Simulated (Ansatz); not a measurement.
BaTiO3 in space group R3m (No. 160; Ba on 3a, Ti on 3a, O on 9b), DFT-LDA in the program Ansatz with PAW potentials, all energies at zero smearing, with the estimated change up to a 700 eV cutoff added, with one set of potentials and settings (totals compare only within such a set). Cell of 5 atoms (1 Ba, 1 Ti, 3 O): -9904.662 eV.

```json
[
 {"element": "Ba", "reference phase": "Im-3m, 1 atoms in the cell", "E (eV/atom)": "-5779.7058"},
 {"element": "Ti", "reference phase": "P6/mmm, 3 atoms in the cell", "E (eV/atom)": "-2450.3338"},
 {"element": "O", "reference phase": "C2/m, 4 atoms in the cell, spin-polarised", "E (eV/atom)": "-552.6597"}
]
```

Formation energy per atom, worked out: (-9904.662 − 1×(-5779.7058) − 1×(-2450.3338) − 3×(-552.6597))/5 = -3.329 eV/atom (-321 kJ per mol of atoms), at 0 K, without zero-point energy or fitted corrections.

This is a known low-temperature phase of the composition, computed here at zero pressure and temperature. The cell was relaxed with LDA under the symmetry of its start; whether a distortion lowers the energy is not shown. No spin polarisation was allowed. The references are the lowest solids computed at this level, not always the standard phases (solids in place of the gases). Spin–orbit coupling is left out wherever it is not named.

Potentials: the earlier of the program's two PAW sets. The files were generated under PBE; for other functionals the program regenerates the frozen cores, and for LDA and PBEsol the local potential too.
